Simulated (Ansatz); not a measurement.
The relaxed structure here is a generated cell of Co2Si: the first start was made by placing the elements on the sites of a structure type, and the end was not matched to a known phase here, so it may be hypothetical.

One stationary structure of Co₂Si. Space group Fd-3m (No. 227), AFLOW prototype AB2_cF48_227_c_e (as in Ti2C). Method: r2SCAN (plane waves to 500 eV, PAW, scalar-relativistic; Ansatz, a quantum-chemistry and plane-wave program).

```cif
data_Co8Si4
_chemical_formula_sum 'Si4 Co8'
_space_group_name_H-M_alt 'P 1'
_space_group_IT_number 1
_cell_length_a 5.88796
_cell_length_b 5.88796
_cell_length_c 5.88796
_cell_angle_alpha 60.000
_cell_angle_beta 60.000
_cell_angle_gamma 60.000
loop_
_space_group_symop_operation_xyz
  'x, y, z'
loop_
_atom_site_label
_atom_site_type_symbol
_atom_site_fract_x
_atom_site_fract_y
_atom_site_fract_z
_atom_site_occupancy
Si1 Si 0.62500 0.62500 0.62500 1
Si2 Si 0.12500 0.62500 0.62500 1
Si3 Si 0.62500 0.12500 0.62500 1
Si4 Si 0.62500 0.62500 0.12500 1
Co1 Co 0.89802 0.89802 0.89802 1
Co2 Co 0.30595 0.89802 0.89802 1
Co3 Co 0.89802 0.30595 0.89802 1
Co4 Co 0.89802 0.89802 0.30595 1
Co5 Co 0.35198 0.35198 0.35198 1
Co6 Co 0.94405 0.35198 0.35198 1
Co7 Co 0.35198 0.94405 0.35198 1
Co8 Co 0.35198 0.35198 0.94405 1
```

What is the computed magnetic moment (r2SCAN)?

Net 0.92 μB/atom, ferromagnetic.

Spin state reached: ferromagnetic (net 0.92 μB/atom), from parallel starting moments; other spin orders were not run from this start. r2SCAN tends to overstate moments in metals.

The run could not lose the symmetry of its start: the end is stationary, and may be a saddle point rather than a minimum.
